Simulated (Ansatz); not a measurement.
Profile along the Sn–Mg line in Mg2Sn (antifluorite type, space group Fm-3m)

Mg2Sn (antifluorite type, space group Fm-3m)

```cif
data_Mg8Sn4
_chemical_formula_sum 'Sn4 Mg8'
_space_group_name_H-M_alt 'Fm-3m'
_space_group_IT_number 225
_space_group_name_Hall '-F 4 2 3'
_cell_length_a 6.81611
_cell_length_b 6.81611
_cell_length_c 6.81611
_cell_angle_alpha 90.000
_cell_angle_beta 90.000
_cell_angle_gamma 90.000
loop_
_atom_site_label
_atom_site_type_symbol
_atom_site_symmetry_multiplicity
_atom_site_Wyckoff_symbol
_atom_site_fract_x
_atom_site_fract_y
_atom_site_fract_z
_atom_site_occupancy
Sn1 Sn 4 a 0.00000 0.00000 0.00000 1
Mg1 Mg 8 c 0.25000 0.25000 0.25000 1
```
(The calculation used a cell of 3 atoms; values per cell refer to that cell.)

Fields along a shortest Sn–Mg line of a {110} plane (2.95 Å), from Sn to Mg, interpolated on the slice's grid (step about 0.2 Å). Computed with PBE (plane waves to 420 eV, PAW, scalar-relativistic; Ansatz, an electronic-structure program). k mesh 12×12×12. Near the nuclei the fields are pseudised (PAW); where an atom keeps semicore shells as valence, they peak there. At this level the bands of Mg2Sn touch or barely overlap; measurements give the solid a gap. Mg2Sn was relaxed with its symmetry unable to fall.

```csv
distance from Sn (Å),valence electron density (e/Å³),electron localisation function
0.00,16.66,x
0.30,10.94,x
0.59,3.46,0.12
0.89,0.84,0.31
1.18,0.34,0.44
1.48,0.21,0.67
1.77,0.15,0.40
2.07,0.18,0.06
2.36,1.85,0.37
2.66,16.42,x
2.95,29.05,x
```

x: too close to a nucleus for the ELF to mean much.

Density on the Sn–Mg line (2.95 Å) at its density minimum, 1.9 Å from Sn: 0.15 e/Å³. ELF at that point: 0.1. ELF maximum in the middle third of the Sn–Mg line: 0.67, 1.5 Å from Sn.
